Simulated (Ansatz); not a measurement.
YbGe$_{2}$:
```
CELL_PARAMETERS angstrom
      4.39111     0.00000     0.00000
     -2.19555     3.80281     0.00000
      0.00000     0.00000     4.00785
ATOMIC_POSITIONS crystal
  Yb 0.00000 0.00000 0.00000
  Ge 0.33333 0.66667 0.50000
  Ge 0.66667 0.33333 0.50000
```

Relaxed with PBE. Special points in fractions of this cell's reciprocal vectors: Γ (0.000, 0.000, 0.000); M (0.500, 0.000, 0.000); K (0.333, 0.333, 0.000); A (0.000, 0.000, 0.500); L (0.500, 0.000, 0.500); H (0.333, 0.333, 0.500).

List the band energies nearest the Fermi level at these points for DFT-PBE in the program Ansatz with PAW potentials.

In eV from the Fermi level; about four levels below and three above (degenerate sets whole), none deeper than 8.9 eV; points with the same levels are listed once.

```
k                          below                above
-  -----------------------------  -------------------
Γ  -0.40 -0.40 -0.31 -0.26 -0.12       0.37 1.90 1.90
M  -0.38 -0.38 -0.34 -0.33 -0.28       2.06 2.93 3.60
K  -0.42 -0.42 -0.35 -0.34 -0.32  0.15 0.15 1.99 1.99
A  -0.35 -0.35 -0.31 -0.18 -0.18  0.14 0.14 2.25 2.25
L  -0.36 -0.36 -0.34 -0.31 -0.02       3.43 4.95 5.03
H        -0.37 -0.36 -0.36 -0.32       1.53 2.48 2.48
```

Space group P6/mmm. A made-up cell: these elements were put on the sites of a structure type; neither database checked (COD, Materials Project) lists it. Its standing as an ambient phase is unchecked. The PBE relaxation kept the symmetry of its start; its stability against distortions is not shown here. The workflow began spin-polarised and lost its moments. The 4f shell is in the valence. No Hubbard U is applied. Scalar-relativistic: spin–orbit coupling is off unless named, which matters more the heavier the elements.

Potentials: the later of the program's two PAW sets.
